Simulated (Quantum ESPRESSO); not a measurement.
# MgH2 (changed cell): magnetic shieldings

```
MgH2
1.0
    4.43192     0.00000     0.00000
    0.00000     4.43192     0.00000
    0.00000     0.00000     3.05239
Mg H
2 4
Direct
  0.50000   0.50000   0.50000
  0.00000   0.00000   0.00000
  0.69509   0.69509   0.00000
  0.30491   0.30491   0.00000
  0.80491   0.19509   0.50000
  0.19509   0.80491   0.50000
```
The cell was made here from a computed Materials Project entry: strained by +2 % along the unique axis and by -1 % across it, atoms relaxed (PBE without dispersion, pw.x of a modified build of Quantum ESPRESSO, symmetry kept). The parent is MgH2 in P4₂/mnm. Stability against distortions was not tested.

Computed: shieldings by PBE GIPAW (Quantum ESPRESSO, JTH PAW datasets), 30 Ha, k-mesh 6×6×8 shifted, f-sum rule met within 0.004 %.

```tsv
site	site symmetry	σ_iso (ppm)	span Ω (ppm)
Mg (atoms 1, 2)	mmm	549	13
H (atoms 3, 4, 5, 6)	m2m	–	–
```

Shieldings of H and of elements past Ba are not listed.

Ω = σ33 − σ11 of the symmetric part; where symmetry doesn't make it nil, it is less certain than σ_iso.

Shieldings are absolute and leave out the bulk-susceptibility term; a larger σ means a smaller chemical shift. By our sweeps, such settings leave a few ppm in absolute σ. No d partial waves on Mg: the paramagnetic term there is incompletely reconstructed. Static lattice: thermal averaging is not included.
